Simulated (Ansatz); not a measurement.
PbF2:
```
PbF2
1.0
    0.00000     2.98118     2.98118
    2.98118     0.00000     2.98118
    2.98118     2.98118     0.00000
Pb F
1 2
Direct
  0.00000   0.00000   0.00000
  0.25000   0.25000   0.25000
  0.75000   0.75000   0.75000
```

x, y and z are the axes in which the lattice vectors are written.

### Question
Give the high-frequency dielectric tensor and the Born effective charge tensors of the independent atoms from DFPT, plane-wave PAW PBE+D3(BJ) (Ansatz code).

### Answer

ε∞:
```
3.31  0.00  0.00
0.00  3.31  0.00
0.00  0.00  3.31
```
Z* of atom 1 (Pb), rows: field, columns: displacement, in e:
```
3.18  0.00  0.00
0.00  3.18  0.00
0.00  0.00  3.18
```
Z* of atom 2 (F), rows: field, columns: displacement, in e:
```
-1.59   0.00   0.00
 0.00  -1.59   0.00
 0.00   0.00  -1.59
```

Static charges for comparison (Bader): Pb1 +1.58, F2 -0.79 e. Born charges measure polarisation by displacement and can exceed these by far.

Space group Fm-3m (fluorite). Symmetry was held in the PBE+D3(BJ) relaxation; phonons on a q-mesh show no instability. Scalar-relativistic: spin–orbit coupling is off unless named, which matters more the heavier the elements.

Potentials: the later of the program's two PAW sets.
